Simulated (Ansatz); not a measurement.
**Relaxing a structure of Pd**

The start is a generated trial cell of Pd in the AFLOW prototype A_hR2_166_c (A7, as in As). The cell and all atomic positions are relaxed at zero pressure with r2SCAN (plane waves to 500 eV, PAW, scalar-relativistic; Ansatz, a first-principles code). The first steps use a coarse 12×12×12 k-mesh.

Input geometry:
```
Pd
1.0
    1.66090     0.95892     3.07994
   -1.66090     0.95892     3.07994
    0.00000    -1.91784     3.07994
Pd
2
Direct
  0.22754   0.22754   0.22754
  0.77246   0.77246   0.77246
```

Task: How large is the pressure on the unrelaxed cell, and of which sign?

Result: +58.9 GPa (positive: the cell is compressed).

Task: Does the structure survive the relaxation? Give the final space group.

Result: The space group goes from R-3m (No. 166) to Fm-3m (No. 225); the end is fcc (Cu type), with 1 atom in the primitive cell.

Task: How does the volume per atom move from start to end?

Result: +1.7 %, from 14.72 to 14.96 Å³/atom.

Task: Give the final cell and atomic positions.

Result: 
Space group Fm-3m (No. 225); a = 3.9114 Å, b = 3.9114 Å, c = 3.9114 Å, α = 90.00°, β = 90.00°, γ = 90.00°

```csv
atom,site,symmetry,x,y,z
Pd,4b,m-3m,0.5000,0.5000,0.5000
```
(The calculation used a cell of 1 atom; values per cell refer to that cell.)

Final values are on a 20×20×20 k-mesh of the relaxed cell. No spin polarisation in the result.

The run could not lose the symmetry of its start.
